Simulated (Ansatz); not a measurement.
CdIn (P-6m2): electronic heat capacity and spin susceptibility from the density of states

Computed with Ansatz 0.2.0, DFT r2SCAN, scalar-relativistic, plane waves, PAW.

Settings: cutoff 500 eV, Γ-centred mesh 15×15×8 on the computed 2-atom cell, Gaussian smearing of 0.10 eV; no spin polarisation.

Relaxed cell: P-6m2, a = 3.129 Å, b = 3.129 Å, c = 5.799 Å, α = 90.00°, β = 90.00°, γ = 120.00°, 2 atoms in the primitive cell. Whether it is the stable form of this composition wasn't checked.

The density of states at the Fermi level is 0.820 states/eV in the cell of 2 atoms (1 formula unit; both spins, tetrahedra on a 23×23×12 mesh).

**Question.** What Sommerfeld coefficient and Pauli susceptibility does this give?

**Answer.** Per formula unit N(E_F) = 0.820 states/eV. γ = (π²/3) k_B² N(E_F) N_A = 2.357 mJ/(mol K²) per state/eV, so γ = 1.9 mJ/(mol K²), a mole of formula units. χ_P = μ_B² N(E_F) N_A = 3.23×10⁻⁵ emu/mol per state/eV gives 2.7×10⁻⁵ emu/mol. This is the bare band result: a measured γ of the same phase is as a rule larger by a factor 1 + λ from phonons and spin fluctuations, the spin part of χ is larger by the Stoner factor, and a measured χ also holds orbital and core terms. N(E_F) at one energy is sensitive to the mesh where the density of states has sharp peaks.